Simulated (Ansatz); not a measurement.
C:
Space group P6₂22 (No. 180); a = b = 2.592 Å, c = 2.783 Å, α = β = 90.00°, γ = 120.00°

```
atom  site  symmetry       x       y       z
----  ----  --------  ------  ------  ------
C       3c       222  0.5000  0.0000  0.0000
```

Relaxed with PBEsol.

Question: Give the optical modes at the zone centre with their infrared activity from DFPT, DFT-PBEsol in the program Ansatz with PAW potentials.

Answer: Transverse frequencies, without the LO–TO term; a row sums one degenerate level.

```json
[
 {"ω (cm⁻¹)": "879", "degeneracy": "1", "IR ((D/Å)²/amu)": "0.00", "activity": "IR-inactive", "symmetry": "B1"},
 {"ω (cm⁻¹)": "966", "degeneracy": "2", "IR ((D/Å)²/amu)": "0.38", "activity": "IR", "symmetry": "E1"},
 {"ω (cm⁻¹)": "1086", "degeneracy": "1", "IR ((D/Å)²/amu)": "0.00", "activity": "IR-inactive", "symmetry": "B2"},
 {"ω (cm⁻¹)": "1131", "degeneracy": "2", "IR ((D/Å)²/amu)": "0.00", "activity": "IR-inactive", "symmetry": "E2"}
]
```

Question: How high does the top mode go among those that the LO–TO term moves?

Answer: 968 cm⁻¹ for q along x, 968 cm⁻¹ for q along y.

Space group P6_222. The start of the workflow was typed in or built on a structure type; neither database checked (COD, Materials Project) lists it. It is not the phase usual at ambient conditions (space group No. 194, 227). Symmetry was held in the PBEsol relaxation; whether a distortion lowers the energy is not shown.

Potentials: the earlier of the program's two PAW sets. The files were generated under PBE; for other functionals the program regenerates the frozen cores, and for LDA and PBEsol the local potential too.
